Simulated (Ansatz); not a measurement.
W:
```yaml
crystal:
  lattice:
    - [5.03204, 0.00000, 0.00000]
    - [0.00000, 5.03204, 0.00000]
    - [0.00000, 0.00000, 5.03204]
  atoms:
    - { symbol: W, position: [0.00000, 0.00000, 0.00000] }
    - { symbol: W, position: [0.50000, 0.50000, 0.50000] }
    - { symbol: W, position: [0.00000, 0.50000, 0.25000] }
    - { symbol: W, position: [0.00000, 0.50000, 0.75000] }
    - { symbol: W, position: [0.25000, 0.00000, 0.50000] }
    - { symbol: W, position: [0.75000, 0.00000, 0.50000] }
    - { symbol: W, position: [0.50000, 0.75000, 0.00000] }
    - { symbol: W, position: [0.50000, 0.25000, 0.00000] }
```

Relaxed with PBEsol. Special points in fractions of this cell's reciprocal vectors: Γ (0.000, 0.000, 0.000); X (0.000, 0.500, 0.000); M (0.500, 0.500, 0.000); R (0.500, 0.500, 0.500).

Question: List the band energies nearest the Fermi level at these points for DFT-PBEsol in the program Ansatz with PAW potentials.

Answer: In eV from the Fermi level; about four levels below and three above (degenerate sets whole), none deeper than 8.9 eV; points with the same levels are listed once.

```json
[
 {"k": "Γ", "below": "-1.52 -1.52 -0.50 -0.50 -0.50", "above": "1.64 1.64 1.64"},
 {"k": "X", "below": "-1.15 -1.15 -0.94 -0.94", "above": "0.55 0.55 0.82 0.82"},
 {"k": "M", "below": "-1.68 -1.68 -1.29 -0.97 -0.97", "above": "0.29 0.29 0.32"},
 {"k": "R", "below": "-1.37 -1.37 -1.37 -1.37 -1.37 -1.37", "above": "1.36 1.36 1.36 1.36 1.36 1.36"}
]
```

Space group Pm-3n (A15 (β-W type)). The workflow started from an entry of the Crystallography Open Database (COD), which files this formula under 6 space groups. It is not the phase usual at ambient conditions (space group No. 229). Symmetry was held in the PBEsol relaxation; of distortions, only those at the zone centre were tested. No spin polarisation was allowed. Scalar-relativistic: spin–orbit coupling is off unless named, which matters more the heavier the elements.

Potentials: the later of the program's two PAW sets.
